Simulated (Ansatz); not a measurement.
A geometry of Ga$_{2}$O$_{3}$ away from equilibrium: step 2 of the relaxation of a relaxed Ga2O3 cell, doubled along one cell vector, shaken by Gaussian noise of σ = 0.08 Å a coordinate. Computed with r2SCAN (plane waves to 500 eV, PAW, scalar-relativistic; Ansatz, a quantum-chemistry and plane-wave program). Γ-centred k-mesh 5×9×4 on the run's cell (coarser than for final values), Fermi–Dirac smearing 0.05 eV.

```
Ga2O3
1.0
    5.96003     0.00970     0.00312
   -1.48581     2.61072    -0.00856
    0.00357    -0.02055     6.87422
O Ga
6 4
Cartesian
  0.02761   0.03804  -0.12044
  3.01147   0.08730   0.05254
  1.46735   0.96340   4.79566
  4.44175   0.92944   4.65690
 -0.04258   1.81128   2.02229
  3.01595   1.78371   2.06202
  1.46583   0.89199   1.33167
  4.32262   0.95282   1.35624
  0.02781   1.77117   5.46059
  3.06059   1.81069   5.37736
```

**Question.** Predict the force on each atom, in eV/Å.

**Answer.** 
```json
[
 {"atom": "O1", "Fx": "-0.06", "Fy": "-0.13", "Fz": "-0.06"},
 {"atom": "O2", "Fx": "-0.05", "Fy": "-0.02", "Fz": "-0.53"},
 {"atom": "O3", "Fx": "1.60", "Fy": "-0.79", "Fz": "-0.57"},
 {"atom": "O4", "Fx": "1.28", "Fy": "-0.51", "Fz": "-0.03"},
 {"atom": "O5", "Fx": "-0.13", "Fy": "-1.01", "Fz": "-0.04"},
 {"atom": "O6", "Fx": "-3.11", "Fy": "1.95", "Fz": "1.31"},
 {"atom": "Ga7", "Fx": "-0.09", "Fy": "0.78", "Fz": "0.03"},
 {"atom": "Ga8", "Fx": "3.40", "Fy": "-1.66", "Fz": "-0.71"},
 {"atom": "Ga9", "Fx": "-1.49", "Fy": "0.91", "Fz": "0.30"},
 {"atom": "Ga10", "Fx": "-1.34", "Fy": "0.46", "Fz": "0.30"}
]
```

**Question.** What is the pressure?

**Answer.** +2.6 GPa, compression positive.

**Question.** How far above the relaxed end point is this geometry?

**Answer.** 0.06 eV/atom; the path ends in P2/c (No. 13).

No spin polarisation in the result. Without a van der Waals term the distances between weakly bound units are poorly fixed.

The end of the path is a generated cell of Ga2O3: the first start was made by placing the elements on the sites of a structure type, and the end was not matched to a known phase here, so it may be hypothetical. Known forms of Ga2O3 include space group No. 12, 167.
